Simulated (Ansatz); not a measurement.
# Electric field gradients in AlOF

The cell is a Materials Project structure (computed, not necessarily an observed phase).

Space group Pnma (No. 62); a = 9.0698, b = 8.6398, c = 4.9245 Å.

```csv
site,Wyckoff,site symmetry,x,y,z
Al1,8d,1,0.8675,0.9270,0.0609
Al3,4c,.m.,0.4244,0.2500,0.1253
O13,4c,.m.,0.2344,0.2500,0.0372
O14,8d,1,0.9832,0.0866,0.1928
F25,8d,1,0.2545,0.9442,0.1275
F27,4c,.m.,0.4801,0.7500,0.1952
```

One atom of each set is listed.

Level of theory: DFT, r2SCAN, plane waves and PAW, scalar-relativistic, 500 eV cutoff, Γ-centred 3×3×5 k-points, Fermi–Dirac smearing 0.02 eV (Ansatz 0.2.0).

V_zz is the principal component of the electric field gradient with the largest magnitude, η = (V_xx − V_yy)/V_zz and C_Q = eQV_zz/h. ν_Q = 3|C_Q|/[2I(2I − 1)].

Al-27: I = 5/2, Q = 146.6 mb; ¹⁷O: I = 5/2, Q = -25.58 mb. Q values from Pyykkö, Mol. Phys. 116, 1328 (2018).

```tsv
site	atoms	first shell	C_Q (MHz)	η	ν_Q (MHz)
Al1	8	3 F at 1.82–2.20 Å, 3 O at 1.85 Å	14.0	0.62	2.11
Al3	4	3 O at 1.75–1.78 Å, 1 F at 1.80 Å	11.0	0.17	1.65
O13	4	3 Al at 1.78–1.85 Å	3.95	0.31	0.593
O14	8	3 Al at 1.75–1.85 Å	2.80	0.44	0.419
```

At O13 and O14 V_zz stands upright on the plane through its three neighbours (within 4°) in each case. At Al3 V_zz points along its one bond to F (within 9°).

F has no stable isotope with a ground-state quadrupole moment in the table, so these sites are left out.

At this cell the r2SCAN pressure is -5 GPa, so with r2SCAN the cell would shrink if it were relaxed. The entry's cell may itself be off. With these PAW files V_zz is typically within 2 to 3 % of all-electron values, but misses above 10 % occur on Al.
